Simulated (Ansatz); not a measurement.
SnPHO3, a database entry at a rescaled volume

```
Sn P O H
1.0
     4.72345    0.00000    4.06273
     3.57892   -6.24506    0.00000
     2.43438    0.00000   -4.06273
Sn P O H
2 2 6 2
Direct
  0.75608 0.27076 0.82781
  0.02684 0.72924 0.59857
  0.36444 0.27832 0.25664
  0.64276 0.72168 0.03496
  0.59570 0.15860 0.17850
  0.75430 0.84140 0.83710
  0.14530 0.43680 0.97220
  0.58210 0.56320 0.90900
  0.40870 0.38640 0.48780
  0.79510 0.61360 0.37420
  0.26607 0.14269 0.37948
  0.40876 0.85730 0.02217
```

Level: PBE, no spin polarisation; 420 eV; 4×4×4 Γ-centred mesh; fermi-dirac occupations (width 0.1 eV); Ansatz 0.2.0, fixed geometry.

(1) Is it stable against the elements?

(2) What does the stress say?

(3) Which orbitals make up the band edges?

(4) What is the band gap?

Origin: a database entry at a rescaled volume. Caveats: no spin-orbit coupling, which can shift this gap by tenths of an eV.

## Answers

(1) -1.50 eV an atom against the elements' usual phases (free molecules for gases, crystals otherwise, with no correction for O₂ or N₂), so it is bound against them; other compounds may still compete. Relaxing would lower it.

(2) The pressure is 1.8 GPa (compression positive), so with the atoms held at these fractions the cell would first expand; the forces are large, so a full relaxation may end otherwise. The principal stresses 0.7, 2.3, 2.5 GPa differ, so its shape would change too.

(3) Within 0.7 eV of the edges, the states project mainly on O p (46 %), Sn s (33 %) and Sn p (14 %) below the gap and on Sn p (66 %) above it.

(4) The gap is 3.62 eV, indirect (the least direct gap found is 3.78 eV).
